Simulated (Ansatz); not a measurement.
Al2Au (MoSi2 or CaC2 type), relaxed with PBEsol (Ansatz, a first-principles code, plane waves, PAW): a = b = 3.616 Å, c = 7.666 Å, α = β = γ = 90.00°.

| Property | Result |
|---|---|
| ΔH_f (eV/atom) | -0.21 |
| B₀ by P(V) fit (GPa) | 101 |

### Question
The same phase is relaxed and computed with PBE in the same code. What are the cell and these values now?

### Answer
a = b = 3.6684 Å, c = 7.7179 Å, α = β = γ = 90.00°.

- ΔH_f (eV/atom) = -0.20
- B₀ by P(V) fit (GPa) = 88.0

Constructed cells (a structure type filled with these elements, in neither database checked): Al2Au, MoSi2 or CaC2 type. All cells were relaxed under the symmetry of their starts (and spin orders); stability against distortions was not tested throughout. Spin–orbit coupling is left out wherever it is not named.

Potentials: the later of the program's two PAW sets.

Ansatz is a plane-wave DFT program.

Formation energies count from the lowest solids of the elements computed at the same level, not from gases.
